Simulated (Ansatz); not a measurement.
**Cs$_{2}$ScAgBr$_{6}$ (Fm-3m), zone-centre modes**

Computed with Ansatz, DFT PBEsol, scalar-relativistic, plane waves, PAW. Cutoff 420 eV, Γ-centred 4×4×4 k-points, Gaussian smearing of 0.05 eV. No spin polarisation.

Zero of the scan (relaxed at this level; it needn't be the usual structure):

```
Cs Sc Ag Br
1.0
     0.00000    5.42303    5.42303
     5.42303    0.00000    5.42303
     5.42303    5.42303    0.00000
Cs Sc Ag Br
2 1 1 6
Direct
  0.75000 0.75000 0.75000
  0.25000 0.25000 0.25000
  0.00000 0.00000 0.00000
  0.50000 0.50000 0.50000
  0.75731 0.24269 0.24269
  0.24269 0.24269 0.75731
  0.24269 0.75731 0.75731
  0.24269 0.75731 0.24269
  0.75731 0.24269 0.75731
  0.75731 0.75731 0.24269
```

Harmonic modes by finite displacements of 0.02 Å, without the LO–TO term.

**Question.** At this geometry, is the structure stable against these modes?

**Answer.** Yes: no mode is imaginary beyond 10 cm⁻¹, and only the three translations lie near zero.

**Question.** List the wavenumbers in cm⁻¹.

**Answer.** 0, 0, 0, 17, 17, 17, 40, 40, 40, 43, 43, 43, 53, 53, 53, 58, 58, 58, 84, 84, 84, 120, 120, 123, 123, 123, 186, 229, 229, 229.